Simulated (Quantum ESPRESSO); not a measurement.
PSi6Ga, a curve over strain

Computed values, not a measurement. The program is pw.x of Quantum ESPRESSO 7.5 (plane-wave density functional theory). The cell is made up: 8 atoms on a zincblende/diamond lattice, with randomly drawn elements, strain and displacements, not relaxed. PseudoDojo standard norm-conserving files (v0.5 for PBE, v0.4.1 for LDA and PBEsol) set the functional; there is no spin polarisation, spin-orbit coupling or dispersion term, and the masses in the input are unused placeholders.

Seven runs add a strain to one cell (along z); the atoms follow the cell and are not relaxed. Stress in the table is positive in tension.

Input of the run at +0.0000:

```
&control calculation='scf', pseudo_dir='./dojo.nc.sr.pbe.v0_5.standard.upf', outdir='./o', disk_io='medium', tprnfor=.true., tstress=.true. /
&system ibrav=0, nat=8, ntyp=3, nbnd=31, ecutwfc=79.96652505, nosym=.true., tot_charge=0,
 occupations='smearing', smearing='fd', degauss=0.0073498644
/
&electrons conv_thr=7.350e-09, electron_maxstep=60, /
ATOMIC_SPECIES
Ga 1.0 Ga.upf
P 1.0 P.upf
Si 1.0 Si.upf
CELL_PARAMETERS angstrom
5.5074 0.0 0.0
0.0 5.5074 0.0
0.0 0.0 5.5074
ATOMIC_POSITIONS angstrom
P -0.1155 0.0504 0.0459
Si 0.0652 2.6737 2.7964
Si 2.7239 -0.0549 2.8161
Si 2.7266 2.7191 0.0827
Si 1.4125 1.3593 1.3738
Ga 1.2938 4.2176 4.243
Si 4.1059 1.487 4.1547
Si 4.1806 4.0933 1.3151
K_POINTS automatic
6 6 6 1 1 1
```

| added strain | free energy less that of the input shown (eV) | stress xx (GPa) | stress yy (GPa) | stress zz (GPa) | stress xy (GPa) | pressure (GPa) | iterations |
| --- | --- | --- | --- | --- | --- | --- | --- |
| -0.0235 | 0.0045 | -0.06 | -0.10 | -1.72 | -1.43 | 0.63 | 10 |
| -0.0168 | -0.0046 | 0.33 | 0.29 | -0.83 | -1.37 | 0.07 | 10 |
| -0.0082 | -0.0070 | 0.80 | 0.76 | 0.30 | -1.30 | -0.62 | 10 |
| +0.0000 | 0.0000 | 1.22 | 1.17 | 1.36 | -1.24 | -1.25 | 10 |
| +0.0021 | 0.0032 | 1.32 | 1.27 | 1.63 | -1.22 | -1.41 | 10 |
| +0.0054 | 0.0095 | 1.48 | 1.42 | 2.06 | -1.20 | -1.65 | 10 |
| +0.0138 | 0.0322 | 1.85 | 1.79 | 3.12 | -1.13 | -2.25 | 10 |

A cubic fit gives a slope of stress zz against the added strain of 129 GPa at zero added strain, with the atoms clamped. Across the table the free energy follows the integral of the stress to within 0.5 meV. A rerun of one of the cells at 1377 eV and a 8 x 8 x 8 mesh moved values by no more than 0.002 eV in energy, 0.03 GPa in stress and 0.003 eV/Å in force.